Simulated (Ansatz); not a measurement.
The geometry is COD entry 7212245, unchecked; take it as a test cell. The listed cell was then made from it by scaling, straining or moving an atom.

An input for SrTiO$_{3}$: DFT, PBEsol, all-electron LAPW, scalar-relativistic (Ansatz 0.2.0).

Command: `ansatz run input.yaml --threads 2 --pin off --max-ram 8192MiB --backend cpu --events-out ev --progress --plain --runs-dir out` The run took 48 s on 2 threads of Arm Neoverse V1, with other jobs on the host, peak memory 0.62 GiB.

```yaml
crystal:
  lattice:
    - [3.78785, 0.0, 0.0]
    - [0.0, 3.78785, 0.0]
    - [0.0, 0.0, 3.905]
  atoms:
    - { symbol: Sr, position: [0.0, 0.0, 0.0] }
    - { symbol: Ti, position: [0.5, 0.5, 0.5] }
    - { symbol: O, position: [0.0, 0.5, 0.5] }
    - { symbol: O, position: [0.5, 0.0, 0.5] }
    - { symbol: O, position: [0.5, 0.5, 0.0] }
kpoints:
  mp_grid: { grid: [7, 7, 7] }
  band_path:
    path:
      - [0.0, 0.0, 0.0]
      - [0.0, 0.5, 0.0]
      - [0.5, 0.5, 0.0]
      - [0.0, 0.0, 0.0]
      - [0.0, 0.0, 0.5]
      - [0.0, 0.5, 0.5]
      - [0.5, 0.5, 0.5]
      - [0.0, 0.0, 0.5]
      - [0.0, 0.5, 0.0]
    npoints: 5
scf:
  occupations: { method: fermi_dirac, width: 0.05 }
hamiltonian:
  xc: pbesol
  pseudopotentials: { kind: all_electron, lapw: { basis_error: 0.001 } }
output:
  forces: true
  stress: true
  eigenvalues: true
```

Set-up and iterations as logged by Ansatz (the results part is left out, to be predicted):

```
LAPW: plane waves up to 10.646 Å⁻¹, error target 1.0e-3 eV per atom; small_component_spin mean_spin; O in spheres of 0.883 Å, 8 of its electrons in bands, Dirac shells []; Ti in spheres of 1.011 Å, 20 of its electrons in bands, Dirac shells []; Sr in spheres of 1.020 Å, 28 of its electrons in bands, Dirac shells []
Engine: ansatz 0.2.0
Pseudopotentials: kind: all_electron
Pseudopotential: Sr, LAPW, valence charge 28, Koelling and Harmon's equation, gaussian nucleus
Pseudopotential: Ti, LAPW, valence charge 20, Koelling and Harmon's equation, gaussian nucleus
Pseudopotential: O, LAPW, valence charge 8, Koelling and Harmon's equation, gaussian nucleus
Functional definition: PBEsol
  exchange = pbesol_x
  correlation = pbesol_c
Crystal: 5 atoms, lattice volume = 56.028 Å³
Basis set: ecut = 431.7905574642738 eV, 1173 PW (Γ), exchange–correlation at level 2
Bands: 44, of which v1, the nominal top of the filled ones, is band 36 counted from 1 (35 counted from 0)
Symmetry: 16 space group operations
Space group: P4/mmm (ITA 123), of the structure as read, at distance tolerance 3.8e-5 Å
k-points: 40 of 343
Non-local potential: Sr, projectors of the file, none
Non-local potential: Ti, projectors of the file, none
Non-local potential: O, projectors of the file, none
Initial density: superposition of atomic densities (chi_scale 0.1, normalization cell, long waves kept (reshape's long-wave potential 0.00 eV rms))
Initial wavefunctions: plane waves of lowest kinetic energy (no species holds an atomic orbital)
Functional: x = pbesol(κ = 0.804, μ = 0.12345679012345678), c = pbesol(β = 0.046)
iter 1 solved again at ethr=1.69e-2 eV; its pass at ethr=1.00e-1 eV (dr2=1.22e1 eV) is discarded
SCF iter   1: F=—  HF=-115814.298563 eV  |F-HF|=—  |Δ(HF+E_count)|=         —  Δρ=1.42e-1  dr2=1.21e1  ethr=1.69e-2  ⟨swp⟩=2.0  Hψ=11035  notcnv=0
SCF iter   2: F=—  HF=-115810.052896 eV  |F-HF|=—  |Δ(HF+E_count)|=    4.25e0  Δρ=6.66e-2  dr2=3.26e0  ethr=1.69e-2  ⟨swp⟩=3.0  Hψ=5643  notcnv=0
SCF iter   3: F=—  HF=-115808.870556 eV  |F-HF|=—  |Δ(HF+E_count)|=    1.18e0  Δρ=4.38e-2  dr2=1.25e0  ethr=4.53e-3  ⟨swp⟩=3.0  Hψ=5423  notcnv=0
SCF iter   4: F=—  HF=-115808.602303 eV  |F-HF|=—  |Δ(HF+E_count)|=         —  Δρ=1.45e-2  dr2=2.07e-1  ethr=1.74e-3  ⟨swp⟩=2.8  Hψ=5487  notcnv=0
the basis was enlarged: its passes take 2.0 MiB over the memory plan, 2 of 2 planned eigensolver slots
SCF iter   5: F=—  HF=-115808.613480 eV  |F-HF|=—  |Δ(HF+E_count)|=   1.12e-2  Δρ=1.41e-2  dr2=1.72e-1  ethr=2.88e-4  ⟨swp⟩=2.9  Hψ=5582  notcnv=0
iter 6 solved again at ethr=1.63e-5 eV; its pass at ethr=2.39e-4 eV (dr2=1.18e-2 eV) is discarded
SCF iter   6: F=—  HF=-115808.556664 eV  |F-HF|=—  |Δ(HF+E_count)|=   5.68e-2  Δρ=3.31e-3  dr2=1.17e-2  ethr=1.63e-5  ⟨swp⟩=2.0  Hψ=8789  notcnv=0
SCF iter   7: F=—  HF=-115808.554066 eV  |F-HF|=—  |Δ(HF+E_count)|=   2.60e-3  Δρ=1.83e-3  dr2=3.29e-3  ethr=1.63e-5  ⟨swp⟩=2.4  Hψ=5219  notcnv=0
SCF iter   8: F=—  HF=-115808.552853 eV  |F-HF|=—  |Δ(HF+E_count)|=   1.21e-3  Δρ=8.47e-4  dr2=8.55e-4  ethr=4.56e-6  ⟨swp⟩=2.1  Hψ=5207  notcnv=0
SCF iter   9: F=—  HF=-115808.552675 eV  |F-HF|=—  |Δ(HF+E_count)|=   1.78e-4  Δρ=4.10e-4  dr2=1.61e-4  ethr=1.19e-6  ⟨swp⟩=2.0  Hψ=5208  notcnv=0
SCF iter  10: F=—  HF=-115808.552625 eV  |F-HF|=—  |Δ(HF+E_count)|=   4.95e-5  Δρ=4.87e-5  dr2=1.13e-6  ethr=2.23e-7  ⟨swp⟩=2.0  Hψ=5208  notcnv=0
SCF iter  11: F=—  HF=-115808.552617 eV  |F-HF|=—  |Δ(HF+E_count)|=   7.69e-6  Δρ=2.61e-5  dr2=3.78e-7  ethr=1.57e-9  ⟨swp⟩=2.0  Hψ=5200  notcnv=0
SCF iter  12: F=-115808.552618 eV  HF=-115808.552618 eV  |F-HF|=5.24e-9  |Δ(HF+E_count)|=   1.17e-7  Δρ=8.76e-6  dr2=5.89e-8  ethr=5.25e-10  ⟨swp⟩=2.5  Hψ=5230  notcnv=0
```

(1) What pressure will this run report?

(2) Is there a band gap?

## Answers

(1) 10.70 GPa (positive in compression).

(2) 1.86 eV, indirect from A (0.5, 0.5, 0.5) to Γ.
